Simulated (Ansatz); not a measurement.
BiIrS:
Space group P2₁3 (No. 198); a = b = c = 6.133 Å, α = β = γ = 90.00°

```
atom  site  symmetry       x       y       z
----  ----  --------  ------  ------  ------
Bi      4a       .3.  0.3696  0.3696  0.3696
Ir      4a       .3.  0.0256  0.0256  0.0256
S       4a       .3.  0.6177  0.6177  0.6177
```

Relaxed with PBEsol.

Question: Which orbitals make up the states near the band edges in PBEsol (plane waves, PAW; program Ansatz)?

Answer: Top 1 eV of the valence band: Ir 5d 46 %, Bi 6p 24 %, S 3p 23 %. Bottom 1 eV of the conduction band: Ir 5d 45 %, S 3p 19 %, Bi 6p 18 %, Bi 6s 6 %, S 3s 5 %. Projections are on Löwdin-orthogonalised atomic valence shells; empty p or d shells of many metals are not among them.

Question: Tabulate the density of states.

Answer: States/eV per cell of 12 atoms, in 0.25 eV bins, energy from the valence-band maximum.

```
E (eV)  total  Ir 5d  S 3p  Bi 6p
------  -----  -----  ----  -----
-7.86    0.00   0.00  0.00   0.00
-7.61    0.00   0.00  0.00   0.00
-7.36    0.00   0.00  0.00   0.00
-7.11    0.00   0.00  0.00   0.00
-6.86    0.00   0.00  0.00   0.00
-6.61    4.86   0.60  2.42   1.09
-6.36   12.70   1.95  6.22   2.62
-6.11    8.79   1.79  4.22   1.84
-5.86    8.00   1.92  3.82   1.62
-5.61   12.42   3.81  5.90   1.86
-5.36   12.09   4.90  5.87   0.91
-5.11    6.33   2.35  3.30   0.45
-4.86    5.63   1.92  2.51   0.81
-4.61    8.08   2.80  3.56   1.07
-4.36    8.64   2.74  3.96   1.16
-4.11    7.87   2.38  3.62   1.20
-3.86    1.55   0.47  0.45   0.49
-3.61    5.98   2.54  1.05   1.98
-3.36    7.24   3.29  1.24   2.21
-3.11    9.12   4.87  1.04   2.62
-2.86   11.44   6.58  1.31   2.72
-2.61   13.05   8.48  1.53   2.19
-2.36   15.17  10.32  1.74   2.03
-2.11   15.23  11.86  1.21   1.39
-1.86   20.30  16.02  1.58   1.71
-1.61   13.41   9.50  1.54   1.51
-1.36    6.81   4.18  1.10   1.13
-1.11    9.68   5.85  1.60   1.62
-0.86   13.36   6.83  2.69   2.97
-0.61    8.53   3.92  2.02   2.01
-0.36    7.12   2.91  1.85   1.84
-0.11    2.60   0.90  0.73   0.78
0.14     0.00   0.00  0.00   0.00
0.39     0.00   0.00  0.00   0.00
0.64     0.10   0.06  0.01   0.01
0.89     3.69   1.87  0.53   0.53
1.14     6.98   3.27  1.21   1.21
1.39     7.28   3.18  1.57   1.33
1.64     6.51   2.31  1.30   1.70
1.89     5.83   1.68  1.16   1.94
2.14     5.23   1.35  1.05   1.92
2.39     6.01   1.33  1.15   2.56
2.64     5.50   1.12  1.25   2.36
2.89     4.51   0.92  0.87   2.13
3.14     9.23   1.74  1.81   4.48
3.39     6.15   1.24  1.28   2.77
3.64     9.77   2.03  1.89   4.54
3.89     4.67   0.98  0.85   2.25
4.14     8.55   1.70  1.45   4.41
4.39     5.41   1.03  0.99   2.82
4.64     0.53   0.12  0.12   0.23
4.89     0.21   0.02  0.03   0.05
5.14     4.13   0.16  0.50   0.68
5.39     7.61   0.29  0.93   1.29
```

Space group P2_13. The workflow started from a Materials Project entry (that database holds measured and hypothetical structures alike); the Crystallography Open Database copy checked does not list it. Whether it is the stable phase at ambient conditions was not checked. The PBEsol relaxation kept the symmetry of its start; its stability against distortions is not shown here. No spin polarisation was allowed. Scalar-relativistic: spin–orbit coupling is off unless named, which matters more the heavier the elements.

Potentials: the later of the program's two PAW sets.
